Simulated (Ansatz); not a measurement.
**How settings move the zone-centre phonons of C**

All numbers below come from DFT LDA, scalar-relativistic, plane waves, PAW in Ansatz. Plane waves to 420 eV; Γ-centred k mesh 18×18×6; Fermi-Dirac smearing of 0.15 eV. No spin polarisation. Phonons by linear response, acoustic sum rule imposed.

Equilibrium structure at this level:
```
CELL_PARAMETERS angstrom
1.22281 -2.11673 0.00000
1.22281 2.11673 0.00000
0.00000 0.00000 6.72251
ATOMIC_POSITIONS crystal
C 0.08331 0.91669 0.75000
C 0.58331 0.41669 0.25000
C 0.91669 0.08331 0.25000
C 0.41669 0.58331 0.75000
```

In a metal, frequencies and elastic constants depend on the k mesh and the smearing, soft modes and shear constants most. The crystal is built of layers and no dispersion correction was added, so the binding between them is poorly described, and with it their spacing and whatever depends on it.

At these settings the run gives the optical modes at Γ (cm⁻¹, by rank, not all listed, no LO field; i marks imaginary):
| setting | mode 1 | mode 2 | mode 8 | mode 9 |
| --- | --- | --- | --- | --- |
| reference run | 35i | 53 | 1599 | 1609 |

Question: One thing at a time is changed: occupations gaussian, width 0.3 eV; cutoff 150 eV; cutoff 500 eV; finite displacements of 0.003 Å in the cell itself; k mesh 1×1×1; finite displacements of 0.001 Å in the cell itself; finite displacements with the supercell key left out of the input; k mesh 6×6×2; SCF threshold 0.01 eV; k mesh 5×5×2; first atom moved 0.05 Å along x. Some runs at doubtful settings were capped at 50 to 100 SCF iterations. What does each run give?

Answer:
```tsv
setting	mode 1	mode 2	mode 8	mode 9
occupations gaussian, width 0.3 eV	36i	53	1600	1609
cutoff 150 eV	67i	72	1350	1360
cutoff 500 eV	36i	54	1598	1608
finite displacements of 0.003 Å in the cell itself	35i	53	1599	1609
k mesh 1×1×1	≈0	14	2290	2290
finite displacements of 0.001 Å in the cell itself	35i	53	1599	1609
finite displacements with the supercell key left out of the input	input refused	–	–	–
k mesh 6×6×2	22i	19	1499	1508
SCF threshold 0.01 eV	35i	53	1599	1609
k mesh 5×5×2	50i	61	1655	1658
first atom moved 0.05 Å along x	36i	53	1602	1702
```
The reference run stands for the crystal at ordinary settings. Unsound on purpose: cutoff 150 eV; k mesh 1×1×1; finite displacements with the supercell key left out of the input; SCF threshold 0.01 eV; first atom moved 0.05 Å along x. No effect at these digits: finite displacements of 0.003 Å in the cell itself; finite displacements of 0.001 Å in the cell itself; SCF threshold 0.01 eV.

This form isn't the element's structure at ambient conditions.

Cost: 12 runs of about 11 core-minutes in all, on Arm Neoverse V1 (shared hosts).